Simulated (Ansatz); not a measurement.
## Relaxing a structure of Hf2Bi2O7

The relaxed structure here is a generated cell of Hf2Bi2O7: the first start was made by placing the elements on the sites of a structure type, and the end was not matched to a known phase here, so it may be hypothetical.

The start is a generated trial cell of Hf2Bi2O7 in the pyrochlore structure type. The cell and all atomic positions are relaxed at zero pressure with r2SCAN (plane waves to 500 eV, PAW, scalar-relativistic; Ansatz, a first-principles code). The first steps use a coarse 3×3×3 k-mesh.

The start:
```
CELL_PARAMETERS angstrom
      0.00000     5.32597     5.32597
      5.32597     0.00000     5.32597
      5.32597     5.32597     0.00000
ATOMIC_POSITIONS crystal
  Bi 0.12500 0.12500 0.12500
  Bi 0.12500 0.12500 0.62500
  Bi 0.12500 0.62500 0.12500
  Bi 0.62500 0.12500 0.12500
  Hf 0.62500 0.62500 0.62500
  Hf 0.62500 0.62500 0.12500
  Hf 0.62500 0.12500 0.62500
  Hf 0.12500 0.62500 0.62500
  O  0.54500 0.95500 0.95500
  O  0.95500 0.54500 0.54500
  O  0.95500 0.54500 0.95500
  O  0.54500 0.95500 0.54500
  O  0.95500 0.95500 0.54500
  O  0.54500 0.54500 0.95500
  O  0.70500 0.29500 0.70500
  O  0.29500 0.70500 0.29500
  O  0.29500 0.70500 0.70500
  O  0.70500 0.29500 0.29500
  O  0.29500 0.29500 0.70500
  O  0.70500 0.70500 0.29500
  O  0.00000 0.00000 0.00000
  O  0.25000 0.25000 0.25000
```

```json
{
  "largest_initial_force": "0.28 eV/Å, on O9, O10, O11, O12, O13, O14, O15, O16 and others (atoms numbered as listed)",
  "energy_released": "0.002 eV/atom",
  "volume_change": "+1.0 %, from 13.73 to 13.87 Å³/atom",
  "Shortest distances (start → end)": "The closest pairs of elements (up to four, under 3.6 Å), start → end: Hf–O 2.07 → 2.08 Å; Bi–O 2.31 → 2.31 Å; O–O 2.75 → 2.75 Å",
  "band_gap_at_the_end": "3.44 eV, direct at X (no spin-orbit coupling)",
  "optimiser_moves": "3"
}
```

Final values are on a 5×5×5 k-mesh of the relaxed cell. No spin polarisation in the result.

The run could not lose the symmetry of its start: the end is stationary, and may be a saddle point rather than a minimum.
